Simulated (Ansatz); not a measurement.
Bi₂S₃:
```
Bi2S3
1.0
   11.41671     0.00000     0.00000
    0.00000     3.98758     0.00000
    0.00000     0.00000    11.10426
Bi S
8 12
Cartesian
  5.53636   0.99689   3.61716
  0.17199   2.99068   9.16929
 11.24472   0.99689   1.93497
  5.88035   2.99068   7.48710
  3.88818   2.99068   0.36364
  1.82018   0.99689   5.91577
  9.59653   2.99068   5.18849
  7.52854   0.99689  10.74062
  3.27556   0.99689   2.13805
  2.43280   2.99068   7.69018
  8.98392   0.99689   3.41408
  8.14115   2.99068   8.96621
  6.26545   2.99068   1.42595
 10.85962   0.99689   6.97808
  0.55709   2.99068   4.12618
  5.15126   0.99689   9.67832
  4.32173   2.99068   4.91738
  1.38662   0.99689  10.46951
 10.03009   2.99068   0.63475
  7.09498   0.99689   6.18688
```

This is the r²SCAN+D4-relaxed structure. x, y and z are the axes in which the lattice vectors are written.

All from r²SCAN+D4 in the plane-wave PAW code Ansatz, unless another level is named. Estimate the Debye temperature from the elastic constants.

182 K.

Next, the elastic constants (relaxed ions, GPa)?

C11 = 39.4, C22 = 93.1, C33 = 65.6, C12 = 20.7, C13 = 17.0, C23 = 26.8, C44 = 32.8, C55 = 22.9, C66 = 5.6.

Predict the highest zone-centre frequency (without LO–TO term).

306 cm⁻¹.

Space group Pnma. The cell was relaxed with r²SCAN+D4 under the symmetry of its start. Scalar-relativistic: spin–orbit coupling is off unless named, which matters more the heavier the elements.

Potentials: the later of the program's two PAW sets.
